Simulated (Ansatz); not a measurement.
## How long does this Ansatz run take?

```yaml
crystal:
  lattice:
    - [-7.37454, 4.2576926541, 5.4084]
    - [7.37454, -4.2576926541, 5.4084]
    - [2.45818, 4.2576926541, -5.4084]
  atoms:
    - { symbol: P, position: [0.3054178389, 0.548450007, 0.1950828496], spin: 1.0 }
    - { symbol: Si, position: [0.8465241541, 0.0776857479, 0.2479242594] }
    - { symbol: Si, position: [0.8340324042, 0.5622333614, 0.7276079371] }
    - { symbol: Si, position: [0.3317768066, 0.0709858165, 0.7339112595] }
    - { symbol: Si, position: [0.4097066857, 0.1699581764, 0.2386289751] }
    - { symbol: Si, position: [0.8943606269, 0.6665285942, 0.2271375152] }
    - { symbol: Si, position: [0.8992853978, 0.1568778817, 0.7481923646] }
    - { symbol: Si, position: [0.4054559632, 0.6767382777, 0.7351810342] }
    - { symbol: Si, position: [0.2736195206, 0.2733874612, 0.5334842792] }
    - { symbol: Si, position: [0.7372400043, 0.7433093437, 0.4991334206] }
    - { symbol: Si, position: [0.7653879897, 0.2690207791, 0.0341122605] }
    - { symbol: Si, position: [0.2757586553, 0.7727064619, 0.0403101077] }
    - { symbol: O, position: [0.4923599491, 0.5690779412, 0.2934736738] }
    - { symbol: O, position: [0.03193046, 0.0965961987, 0.3233766305] }
    - { symbol: O, position: [0.0356581322, 0.6043986543, 0.8528770301] }
    - { symbol: O, position: [0.524155225, 0.0979177688, 0.8359499163] }
    - { symbol: O, position: [0.3167649211, 0.6190903904, 0.445275654] }
    - { symbol: O, position: [0.8398922387, 0.120498776, 0.4812617084] }
    - { symbol: O, position: [0.7902632884, 0.583638792, 0.9246552293] }
    - { symbol: O, position: [0.2948569855, 0.0880746174, 0.9358980214] }
    - { symbol: O, position: [0.3438915173, 0.4889400621, 0.7098768107] }
    - { symbol: O, position: [0.8035883146, 0.9533267075, 0.6894899038] }
    - { symbol: O, position: [0.8516787795, 0.4916085659, 0.2268865474] }
    - { symbol: O, position: [0.3541583978, 0.9908226133, 0.2314260924] }
    - { symbol: O, position: [0.3421161551, 0.2649729685, 0.3665553891] }
    - { symbol: O, position: [0.7976008919, 0.7364914263, 0.3215946778] }
    - { symbol: O, position: [0.8185427081, 0.2496934381, 0.8470433955] }
    - { symbol: O, position: [0.3141016346, 0.7504099101, 0.836691566] }
    - { symbol: O, position: [0.6502061992, 0.3368206563, 0.4290310838] }
    - { symbol: O, position: [0.133887196, 0.8515780428, 0.4312533817] }
    - { symbol: O, position: [0.1395940042, 0.2993884979, 0.9953689487] }
    - { symbol: O, position: [0.6466235154, 0.8528078118, 0.9557231705] }
    - { symbol: O, position: [0.847599049, 0.7153410302, 0.6910135508] }
    - { symbol: O, position: [0.3740638139, 0.2465665557, 0.7353758738] }
    - { symbol: O, position: [0.4052741446, 0.7627510502, 0.2497106572] }
    - { symbol: O, position: [0.8726264313, 0.2413056156, 0.2294848243] }
magnetization:
  spin_polarized: true
kpoints:
  mp_grid: { grid: [3, 3, 4] }
scf:
  occupations: { method: fermi_dirac, width: 0.01 }
hamiltonian:
  xc: r2scan
  pseudopotentials: { kind: paw }
output:
  forces: true
  stress: true
  populations: true
  efg: { quadrupole_moments_barn: { O: -0.02558 }, contact_densities: true }
```

```sh
ansatz run input.yaml --threads 4 --pin off --max-ram 8192MiB --backend cpu --events-out ev --progress --plain --runs-dir out
```

It runs on 4 threads of Intel Xeon 6975P-C (Granite Rapids) (x86_64; 16 cores open to the job, memory cap 8.0 GiB, no GPU), a shared host with a load of 0.5 a core.

(1) How much time and memory should be set aside?

Answers

(1) About 2.6 min of wall time (10 min of CPU time) and 4 GiB. The run holds 193 valence electrons in 133 bands, about 11489 plane waves a k-point and 19 irreducible k-points, and took 15 SCF iterations. Times on a shared host vary by tens of per cent.
